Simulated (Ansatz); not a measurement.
CdTe:
```yaml
crystal:
  lattice:
    - [0.00000, 3.30950, 3.30950]
    - [3.30950, 0.00000, 3.30950]
    - [3.30950, 3.30950, 0.00000]
  atoms:
    - { symbol: Cd, position: [0.00000, 0.00000, 0.00000] }
    - { symbol: Te, position: [0.75000, 0.75000, 0.75000] }
```

Relaxed with PBE. Special points in fractions of this cell's reciprocal vectors: Γ (0.000, 0.000, 0.000); X (0.500, 0.000, 0.500); U (0.625, 0.250, 0.625); K (0.375, 0.375, 0.750); L (0.500, 0.500, 0.500); W (0.500, 0.250, 0.750).

**Question.** List the band energies nearest the valence-band maximum at these points for PBE (plane waves, PAW; program Ansatz).

**Answer.** In eV from the valence-band maximum; about four levels below and three above (degenerate sets whole), none deeper than 8.9 eV; points with the same levels are listed once.

```
k                       below                above
-  --------------------------  -------------------
Γ  -7.87 -7.87 0.00 0.00 0.00  0.58 4.65 4.65 4.65
X     -7.44 -4.01 -1.66 -1.66       2.68 2.75 8.50
U     -7.41 -3.91 -2.28 -1.37       2.92 4.44 7.23
L     -7.56 -4.07 -0.68 -0.68       1.76 5.23 5.23
W     -7.38 -3.89 -2.08 -1.94       4.03 4.70 5.49
```

Space group F-43m (zinc blende). The PBE relaxation kept the symmetry of its start. Scalar-relativistic: spin–orbit coupling is off unless named, which matters more the heavier the elements.

Potentials: the earlier of the program's two PAW sets.
